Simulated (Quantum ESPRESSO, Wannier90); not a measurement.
Wannierisation of Ni3Ge (Cu3Au type)

```xyz
4
Lattice="3.5303 0.0000 0.0000 0.0000 3.5303 0.0000 0.0000 0.0000 3.5303" Properties=species:S:1:pos:R:3 pbc="T T T"
Ni     1.7652     0.0000     1.7652
Ni     0.0000     1.7652     1.7652
Ni     1.7652     1.7652     0.0000
Ge     0.0000     0.0000     0.0000
```

Structure: Materials Project mp-21008, symmetrised, not relaxed again. Not found in the COD (Crystallography Open Database) copy used; not checked further. Level: PBEsol, no spin polarisation, no spin-orbit coupling; pw.x of Quantum ESPRESSO at 79 Ry with PseudoDojo potentials, 4×4×4 k-points, Wannier90. Density: 10×10×10 mesh, cold smearing 0.01 Ry. A non-magnetic state is assumed; magnetic ones were not tried. Spin-orbit coupling, left out, would split the p-like bands by a few tenths of an eV.

Functional, cutoff and mesh named above are those of the base row (1); the first column says what each row takes instead. Model: 31 functions from bands 18-63, start hydrogen-like Ni: s;p;d; Ge: s;p, disentangled but not localised (num_iter = 0), frozen window tied to the conduction edge or Fermi level of each row, as listed, which moves Ω_I and hoppings a little by itself. Energies are relative to the Fermi level; the misfit is to pw.x on a path, for states up to 1.0 eV relative to the Fermi level. The lattice is scaled uniformly, fractional positions fixed. The disentangled Ω_I can sit in another minimum from row to row.

```
scale  frozen to (eV)  Ω_I (Å²)  rms misfit (meV)  bottom of band 18 (eV)  on-site Ni1 pz minus Ni1 s (eV)  hopping modulus Ni2 py – Ni1 px, R = 0 1 0 (eV)  hopping modulus Ni3 s – Ni1 pz, R = 0 0 0 (eV)  hopping modulus Ni3 s – Ni1 s, R = 0 1 0 (eV)  hopping modulus Ni3 dxy – Ge4 s, R = 1 1 0 (eV)
-----  --------------  --------  ----------------  ----------------------  -------------------------------  -----------------------------------------------  ----------------------------------------------  ---------------------------------------------  -----------------------------------------------
0.96             1.50     19.82                25                  -13.64                             5.37                                            2.363                                           1.720                                          1.000                                            0.829
0.98             1.50     20.03                21                  -13.08                             5.44                                            2.262                                           1.646                                          0.965                                            0.793
1                1.50     20.38                18                  -12.56                             5.48                                            2.170                                           1.578                                          0.932                                            0.759
1.02             1.50     20.73                17                  -12.07                             5.53                                            2.067                                           1.506                                          0.898                                            0.722
1.04             1.50     21.08                15                  -11.62                             5.55                                            1.975                                           1.446                                          0.863                                            0.687
```
